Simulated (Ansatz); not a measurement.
The end of the path is a generated cell of F2: the first start was made by placing the elements on the sites of a structure type, and the end was not matched to a known phase here, so it may be hypothetical.

A geometry of F2 away from equilibrium: step 11 of the relaxation of a generated cell, F2 built in the AFLOW prototype A_hR2_166_c. These are PBEsol (plane waves to 420 eV, PAW, scalar-relativistic; Ansatz, an electronic-structure program) values and carry that method's errors. Γ-centred k-mesh 7×7×7 on the run's cell (coarser than for final values), Fermi–Dirac smearing 0.05 eV. The plane waves were selected for a different cell earlier on the path.

```yaml
crystal:
  lattice:
    - [1.84790, 1.06688, 4.00002]
    - [-1.84790, 1.06688, 4.00002]
    - [0.00000, -2.13377, 4.00002]
  atoms:
    - { symbol: F, position: [0.05787, 0.05787, 0.05787] }
    - { symbol: F, position: [0.94213, 0.94213, 0.94213] }
```

### Question
What forces act on the atoms (eV/Å)?

### Answer
| atom | Fx | Fy | Fz |
|---|---|---|---|
| F1 | 0.00 | 0.00 | 0.37 |
| F2 | 0.00 | 0.00 | -0.37 |

The path ends in R-3m (No. 166) (AFLOW prototype A_hR2_166_c (as in O2)). No spin polarisation in the result. Without a van der Waals term the distances between weakly bound units are poorly fixed.

The run could not lose the symmetry of its start, so the end can be a saddle point.
